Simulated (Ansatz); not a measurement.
## Profile along the P–B line in BP (zinc blende)

BP (zinc blende)

```cif
data_BP
_chemical_formula_sum 'P1 B1'
_space_group_name_H-M_alt 'P 1'
_space_group_IT_number 1
_cell_length_a 3.20784
_cell_length_b 3.20784
_cell_length_c 3.20784
_cell_angle_alpha 60.000
_cell_angle_beta 60.000
_cell_angle_gamma 60.000
loop_
_space_group_symop_operation_xyz
  'x, y, z'
loop_
_atom_site_label
_atom_site_type_symbol
_atom_site_fract_x
_atom_site_fract_y
_atom_site_fract_z
_atom_site_occupancy
P1 P 0.75000 0.75000 0.75000 1
B1 B 0.00000 0.00000 0.00000 1
```

Fields along a shortest P–B line of a {110} plane (1.96 Å), from P to B, interpolated on the slice's grid (step about 0.2 Å). These are r2SCAN (plane waves to 500 eV, PAW, scalar-relativistic; Ansatz, a quantum-chemistry and plane-wave program) values and carry that method's errors. k mesh 12×12×12. Near the nuclei the fields are pseudised (PAW); where an atom keeps semicore shells as valence, they peak there. BP was relaxed with its symmetry unable to fall.

```json
[
 {"distance from P (Å)": "0.00", "valence electron density (e/Å³)": "0.03", "electron localisation function": "x", "density of the highest valence band (e/Å³)": "0.000", "density of the lowest conduction band (e/Å³)": "0.000"},
 {"distance from P (Å)": "0.10", "valence electron density (e/Å³)": "0.05", "electron localisation function": "x", "density of the highest valence band (e/Å³)": "0.009", "density of the lowest conduction band (e/Å³)": "0.003"},
 {"distance from P (Å)": "0.20", "valence electron density (e/Å³)": "0.12", "electron localisation function": "x", "density of the highest valence band (e/Å³)": "0.036", "density of the lowest conduction band (e/Å³)": "0.011"},
 {"distance from P (Å)": "0.29", "valence electron density (e/Å³)": "0.26", "electron localisation function": "x", "density of the highest valence band (e/Å³)": "0.082", "density of the lowest conduction band (e/Å³)": "0.025"},
 {"distance from P (Å)": "0.39", "valence electron density (e/Å³)": "0.47", "electron localisation function": "x", "density of the highest valence band (e/Å³)": "0.137", "density of the lowest conduction band (e/Å³)": "0.044"},
 {"distance from P (Å)": "0.49", "valence electron density (e/Å³)": "0.69", "electron localisation function": "0.60", "density of the highest valence band (e/Å³)": "0.192", "density of the lowest conduction band (e/Å³)": "0.062"},
 {"distance from P (Å)": "0.59", "valence electron density (e/Å³)": "0.86", "electron localisation function": "0.86", "density of the highest valence band (e/Å³)": "0.234", "density of the lowest conduction band (e/Å³)": "0.073"},
 {"distance from P (Å)": "0.69", "valence electron density (e/Å³)": "0.96", "electron localisation function": "0.94", "density of the highest valence band (e/Å³)": "0.259", "density of the lowest conduction band (e/Å³)": "0.075"},
 {"distance from P (Å)": "0.78", "valence electron density (e/Å³)": "0.98", "electron localisation function": "0.95", "density of the highest valence band (e/Å³)": "0.267", "density of the lowest conduction band (e/Å³)": "0.070"},
 {"distance from P (Å)": "0.88", "valence electron density (e/Å³)": "0.96", "electron localisation function": "0.95", "density of the highest valence band (e/Å³)": "0.265", "density of the lowest conduction band (e/Å³)": "0.065"},
 {"distance from P (Å)": "0.98", "valence electron density (e/Å³)": "0.91", "electron localisation function": "0.95", "density of the highest valence band (e/Å³)": "0.257", "density of the lowest conduction band (e/Å³)": "0.065"},
 {"distance from P (Å)": "1.08", "valence electron density (e/Å³)": "0.88", "electron localisation function": "0.95", "density of the highest valence band (e/Å³)": "0.251", "density of the lowest conduction band (e/Å³)": "0.073"},
 {"distance from P (Å)": "1.18", "valence electron density (e/Å³)": "0.87", "electron localisation function": "0.93", "density of the highest valence band (e/Å³)": "0.248", "density of the lowest conduction band (e/Å³)": "0.087"},
 {"distance from P (Å)": "1.27", "valence electron density (e/Å³)": "0.87", "electron localisation function": "0.90", "density of the highest valence band (e/Å³)": "0.248", "density of the lowest conduction band (e/Å³)": "0.107"},
 {"distance from P (Å)": "1.37", "valence electron density (e/Å³)": "0.87", "electron localisation function": "0.81", "density of the highest valence band (e/Å³)": "0.246", "density of the lowest conduction band (e/Å³)": "0.127"},
 {"distance from P (Å)": "1.47", "valence electron density (e/Å³)": "0.83", "electron localisation function": "0.61", "density of the highest valence band (e/Å³)": "0.233", "density of the lowest conduction band (e/Å³)": "0.141"},
 {"distance from P (Å)": "1.57", "valence electron density (e/Å³)": "0.74", "electron localisation function": "x", "density of the highest valence band (e/Å³)": "0.201", "density of the lowest conduction band (e/Å³)": "0.140"},
 {"distance from P (Å)": "1.67", "valence electron density (e/Å³)": "0.59", "electron localisation function": "x", "density of the highest valence band (e/Å³)": "0.147", "density of the lowest conduction band (e/Å³)": "0.121"},
 {"distance from P (Å)": "1.76", "valence electron density (e/Å³)": "0.41", "electron localisation function": "x", "density of the highest valence band (e/Å³)": "0.081", "density of the lowest conduction band (e/Å³)": "0.089"},
 {"distance from P (Å)": "1.86", "valence electron density (e/Å³)": "0.27", "electron localisation function": "x", "density of the highest valence band (e/Å³)": "0.026", "density of the lowest conduction band (e/Å³)": "0.057"},
 {"distance from P (Å)": "1.96", "valence electron density (e/Å³)": "0.22", "electron localisation function": "x", "density of the highest valence band (e/Å³)": "0.004", "density of the lowest conduction band (e/Å³)": "0.043"}
]
```

x: too close to a nucleus for the ELF to mean much. Band densities are of whole bands, smooth part only.

Density on the P–B line (1.96 Å) at its midpoint: 0.91 e/Å³. ELF at that point: 1.0. ELF maximum in the middle third of the P–B line: 0.95, 0.9 Å from P.
